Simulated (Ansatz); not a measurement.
Relaxed-ion elastic tensor of BiAu2 (cubic Laves (MgCu2 type), space group No. 227) in GPa (Voigt order), PBEsol (plane waves, PAW; program Ansatz); density 15.97 g/cm³, 20.89 Å³ per atom.

```csv
,1,2,3,4,5,6
1,154,107,107,0.0,0.0,0.0
2,107,154,107,0.0,0.0,0.0
3,107,107,154,0.0,0.0,0.0
4,0.0,0.0,0.0,33.5,0.0,0.0
5,0.0,0.0,0.0,0.0,33.5,0.0
6,0.0,0.0,0.0,0.0,0.0,33.5
```

Q: Is the crystal mechanically stable?

A: Yes: the smallest eigenvalue of C is 33.5 GPa.

Q: Work out the Voigt, Reuss and Hill averages.

A: K_V = 123, K_R = 123, K_H = 123; G_V = 29.6, G_R = 28.8, G_H = 29.2 GPa.

Q: Give Young's modulus, Poisson's ratio, Pugh's ratio and the universal anisotropy index.

A: E = 9KG/(3K + G) = 81.1 GPa; ν = 0.39; K/G = 4.20 (ductile by the Pugh limit of 1.75); A_U = 5G_V/G_R + K_V/K_R − 6 = 0.14.

Q: Estimate the sound speeds and the Debye temperature.

A: v_l = √((K + 4G/3)/ρ) = 3180 m/s, v_t = √(G/ρ) = 1350 m/s, mean 1530 m/s; Θ = (h/k)(3n/4πV)^(1/3) v_m = 165 K.

Q: Give the Zener ratio and Young's modulus along [100], [110] and [111].

A: A = 2C44/(C11 − C12) = 1.41; 1/E = S11 − 2(S11 − S12 − S44/2)Γ with Γ = 0, 1/4, 1/3 gives 66.9, 84.2, 92.1 GPa.

Q: Solve the Christoffel equation for the three sound speeds along [100], [110], [111].

A: Eigenvalues of C_ijkl n_j n_l equal ρv². In km/s, slowest first: [100] 1.45, 1.45, 3.11; [110] 1.22, 1.45, 3.20; [111] 1.30, 1.30, 3.24.

Space group Fd-3m (cubic Laves (MgCu2 type)). The first step of the workflow began from a Materials Project structure, measured or hypothetical; the Crystallography Open Database files this formula in space group No. 227, but the cells were not matched. Whether it is the stable phase at ambient conditions was not checked. The PBEsol relaxation kept the symmetry of its start; of distortions, only those at the zone centre were tested. As this level gives no gap, shear constants depend on the k-mesh and smearing (Fermi–Dirac, 0.1 eV here). Scalar-relativistic: spin–orbit coupling is off unless named, which matters more the heavier the elements.

Potentials: the later of the program's two PAW sets.
